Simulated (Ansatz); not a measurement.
Below is a relaxed structure of Pr₂SbSe₂. The cell was found from a structure generator's guess, not taken from experiment.

The calculation used Ansatz, DFT PBE, scalar-relativistic, plane waves, PAW, and for the lanthanide a 4f-in-core norm-conserving potential. Cutoff 660 eV, Γ-centred mesh, Gaussian smearing, no spin polarisation.

```
Pr Sb Se
1.0
    -2.83449    2.83449    4.62791
     2.83449   -2.83449    4.62791
     2.83449    2.83449   -4.62791
Pr Sb Se
2 1 2
Direct
  0.75000 0.25000 0.50000
  0.25000 0.75000 0.50000
  0.00000 0.00000 0.00000
  0.66365 0.66365 0.00000
  0.33635 0.33635 0.00000
```

Formation energies are uncorrected and refer to the elements' standard structures at the same level.

Question: Find its symmetry and describe it.

Answer: I4/mmm (No. 139). Conventional cell: a = 5.669 Å, c = 9.256 Å. Pr is surrounded by 4 Se at 2.95 Å and 4 Sb at 3.66 Å; Sb is surrounded by 2 Se at 3.11 Å and 8 Pr at 3.66 Å; Se is surrounded by 4 Pr at 2.95 Å, 1 Se at 3.03 Å and 1 Sb at 3.11 Å.

Question: How far does it lie from the elements in energy?

Answer: −1.28 eV/atom.

Question: Is it a metal?

Answer: Yes, bands cross the Fermi level on the 10×10×10 mesh.

The last run used a 10×10×10 mesh for its 5-atom cell and Gaussian smearing of 0.10 eV. These runs have no spin–orbit coupling, which can matter for Sb. An odd number of valence electrons (the lanthanide is held trivalent, its 4f shell in the core) allows no gap without spin; another valence of the lanthanide, a larger cell or a magnetic state could open one. The reference form of Se is held partly by dispersion forces, which this level lacks. Symmetry constrained the relaxation, so the result can be a saddle point. Another cell of Pr2SbSe2 relaxed alike, in P-3m1, lies 84 meV/atom lower, so this cell isn't the stable form at this level.

The lanthanide is trivalent by construction, without f bands, f moments or other valences. The reference runs of the other elements, and any phases without the lanthanide, used 420 eV, which shifts energies against them by under 10 meV/atom. The lanthanide's reference is the lowest of its hcp, dhcp and fcc cells.
